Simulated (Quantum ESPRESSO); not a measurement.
# Si7N: a curve over one atom's position

Simulated, not a measurement. The program is pw.x of Quantum ESPRESSO 7.5 (plane-wave density functional theory). The cell is made up: 8 atoms on a zincblende/diamond lattice, with randomly drawn elements, strain and displacements, not relaxed. PseudoDojo standard norm-conserving files (v0.5 for PBE, v0.4.1 for LDA and PBEsol) set the functional; there is no spin polarisation, spin-orbit coupling or dispersion term, and the masses in the input are unused placeholders. A spin-polarised start on this cell or one of its family kept no moment.

Seven runs move atom 1 (Si, counted in the order of the input) along y and keep all else fixed.

Input of the run at -0.0065:

```
&control calculation='scf', pseudo_dir='./dojo.nc.sr.pbe.v0_5.standard.upf', outdir='./o', disk_io='medium', tprnfor=.true., tstress=.true. /
&system ibrav=0, nat=8, ntyp=2, nbnd=27, ecutwfc=84.00895049, nosym=.true., tot_charge=0,
 occupations='smearing', smearing='fd', degauss=0.0073498644
/
&electrons conv_thr=7.350e-09, electron_maxstep=60, /
ATOMIC_SPECIES
N 1.0 N.upf
Si 1.0 Si.upf
CELL_PARAMETERS angstrom
5.5126 0.0 0.0
0.0 5.5126 0.0
0.0 0.0 5.5126
ATOMIC_POSITIONS angstrom
Si -0.0351 -0.0659 0.0538
Si 0.0522 2.7336 2.6853
Si 2.6984 -0.0692 2.747
N 2.6715 2.8585 0.0592
Si 1.4248 1.3918 1.4655
Si 1.3711 4.0942 4.1226
Si 4.1843 1.3564 4.1847
Si 4.1325 4.153 1.281
K_POINTS automatic
6 6 6 1 1 1
```

| shift of atom 1 along y (Å) | free energy less that of the input shown (eV) | Fx on atom 1 (eV/Å) | Fy on atom 1 (eV/Å) | Fz on atom 1 (eV/Å) | pressure (GPa) | iterations |
| --- | --- | --- | --- | --- | --- | --- |
| -0.1160 | 0.2053 | 1.645 | 2.532 | -1.171 | -8.21 | 11 |
| -0.1014 | 0.1696 | 1.610 | 2.359 | -1.116 | -8.27 | 11 |
| -0.0495 | 0.0633 | 1.499 | 1.735 | -0.923 | -8.45 | 11 |
| -0.0065 | 0.0000 | 1.421 | 1.208 | -0.766 | -8.56 | 11 |
| +0.1501 | -0.0381 | 1.248 | -0.716 | -0.206 | -8.66 | 11 |
| +0.1698 | -0.0217 | 1.238 | -0.953 | -0.136 | -8.64 | 11 |

Question: one run is left out of the table, at +0.1057. Estimate its Fy on atom 1 (eV/Å).

Answer: -0.175. The whole row:

| shift of atom 1 along y (Å) | free energy less that of the input shown (eV) | Fx on atom 1 (eV/Å) | Fy on atom 1 (eV/Å) | Fz on atom 1 (eV/Å) | pressure (GPa) | iterations |
| --- | --- | --- | --- | --- | --- | --- |
| +0.1057 | -0.0579 | 1.280 | -0.175 | -0.363 | -8.68 | 11 |

A cubic fit gives dFy/dy = -12.32 eV/Å² at zero shift. Across the table the free energy follows the integral of the force to within 0.1 meV. A rerun of one of the cells at 1437 eV and a 8 x 8 x 8 mesh moved values by no more than 0.014 eV in energy, 0.02 GPa in stress and 0.007 eV/Å in force.